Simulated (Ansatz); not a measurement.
# Two-dimensional strain map in TiO₂

Method: DFT r2SCAN, scalar-relativistic, plane waves, PAW in Ansatz. Settings: plane waves to 500 eV, k-mesh 8×8×8 (Γ-centred), Gaussian smearing 0.05 eV. No spin polarisation. Energies are free energies at this smearing, counted from the undisturbed cell; pressure is positive in compression.

The starting cell (relaxed at this level):

```
Ti O
1.0
    -1.88897    1.88897    4.79140
     1.88897   -1.88897    4.79140
     1.88897    1.88897   -4.79140
Ti O
2 4
Direct
  0.00000 0.00000 0.00000
  0.75000 0.25000 0.50000
  0.20730 0.20730 0.00000
  0.95730 0.45730 0.50000
  0.54270 0.04270 0.50000
  0.79270 0.79270 0.00000
```

The cell is strained by p along both x and y and by q along z, fractional coordinates fixed. Points are written (p, q).

Energy above the undisturbed cell in meV/atom (a dash: not computed):

```
 p \ q  -0.030  -0.015  0.000  0.015  0.030
-0.030    72.3    50.7   37.2   30.5   29.7
 0.000    14.6       –    0.0      –   11.7
 0.030       ?       –   30.3      –      ?
```

Problem. Fill in the withheld energies.

Solution. (0.030, -0.030): 26.1; (0.030, 0.030): 59.6.

Cost: 11 runs of about 7.6 core-minutes in all, on AMD EPYC (Zen 3) (shared hosts).